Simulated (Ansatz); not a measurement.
One crystal and one scan (energy against volume) at two levels, PBE-D3(BJ) (plane waves to 420 eV, PAW, scalar-relativistic; Ansatz, a quantum-chemistry and plane-wave program) and r2SCAN+rVV10 (plane waves to 500 eV, PAW, scalar-relativistic; Ansatz), each from its own relaxed cell and on its own mesh. The cell shown is that of PBE-D3(BJ).

BN (h-BN type, space group P6_3/mmc)

```
CELL_PARAMETERS angstrom
      2.50644     0.00000     0.00000
     -1.25322     2.17064     0.00000
      0.00000     0.00000     6.61469
ATOMIC_POSITIONS crystal
  B  0.33333 0.66667 0.25000
  B  0.66667 0.33333 0.75000
  N  0.33333 0.66667 0.75000
  N  0.66667 0.33333 0.25000
```

E(V) scan at fixed shape, V₀ the volume above. Symmetry pins the atoms to their sites.

The energy includes the smearing's −TS. BN was relaxed with its symmetry unable to fall. With the shape held, the modulus is that of even scaling; a crystal free to change shape is softer. Both scans cover V/V₀ from 0.900 to 1.100.

ΔE (meV/atom), each from the relaxed starting cell of its own level:

```json
[
 {"V/V₀": "0.900", "PBE-D3(BJ)": "80.0", "r2SCAN+rVV10": "82.6"},
 {"V/V₀": "0.925", "PBE-D3(BJ)": "43.1", "r2SCAN+rVV10": "44.6"},
 {"V/V₀": "0.950", "PBE-D3(BJ)": "18.4", "r2SCAN+rVV10": "19.0"},
 {"V/V₀": "0.975", "PBE-D3(BJ)": "4.4", "r2SCAN+rVV10": "4.6"},
 {"V/V₀": "1.000", "PBE-D3(BJ)": "0.0", "r2SCAN+rVV10": "0.0"},
 {"V/V₀": "1.025", "PBE-D3(BJ)": "4.1", "r2SCAN+rVV10": "4.2"},
 {"V/V₀": "1.050", "PBE-D3(BJ)": "15.8", "r2SCAN+rVV10": "16.4"},
 {"V/V₀": "1.075", "PBE-D3(BJ)": "34.2", "r2SCAN+rVV10": "35.5"},
 {"V/V₀": "1.100", "PBE-D3(BJ)": "58.7", "r2SCAN+rVV10": "withheld"}
]
```

**Question.** Estimate the r2SCAN+rVV10 value at 1.100 from the PBE-D3(BJ) value there and the ratio of the two levels in the two nearest given rows on that side of the minimum.

**Answer.** At 1.075 and 1.050 the ratio r2SCAN+rVV10/PBE-D3(BJ) averages 1.038, which gives 1.038 × 58.7 = 60.9 meV/atom. The calculation gives 60.9 meV/atom, +3.7 % against PBE-D3(BJ).

(A scan under strain: stresses follow from slopes of the energy per volume, elastic moduli from its curvatures.)
